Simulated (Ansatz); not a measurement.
The start is a relaxed LiCl cell, doubled along one cell vector, shaken by Gaussian noise of σ = 0.08 Å a coordinate. The cell and all atomic positions are relaxed at zero pressure with PBE (plane waves to 420 eV, PAW, scalar-relativistic; Ansatz, a program for electronic structure). The first steps use a coarse 8×4×8 k-mesh.

Initial structure:
```
CELL_PARAMETERS angstrom
      0.00000     2.57520     2.57520
      5.15039     0.00000     5.15039
      2.57520     2.57520     0.00000
ATOMIC_POSITIONS crystal
  Cl 0.00311 0.00051 0.02351
  Cl 0.01159 0.49127 0.02126
  Li 0.46237 0.24166 0.51923
  Li 0.50383 0.74149 0.51611
```

Q: How do the shortest distances between atoms change?

A: The closest pairs of elements (up to four, under 3.6 Å), start → end: Cl–Li 2.43 → 2.58 Å; Li–Li 3.57 → 3.64 Å; Cl–Cl 3.59 → 3.64 Å.

Q: What band gap does the relaxed structure have at this level?

A: 6.25 eV, direct (no spin-orbit coupling).

Relaxed structure:

Space group Fm-3m (No. 225); a = b = c = 5.151 Å, α = β = γ = 90.00°

```csv
atom,site,symmetry,x,y,z
Cl,4a,m-3m,0.0000,0.0000,0.0000
Li,4b,m-3m,0.5000,0.5000,0.5000
```
(The calculation used a cell of 2 atoms; values per cell refer to that cell.)

Final values are on a 11×11×11 k-mesh of the relaxed cell. No spin polarisation in the result.
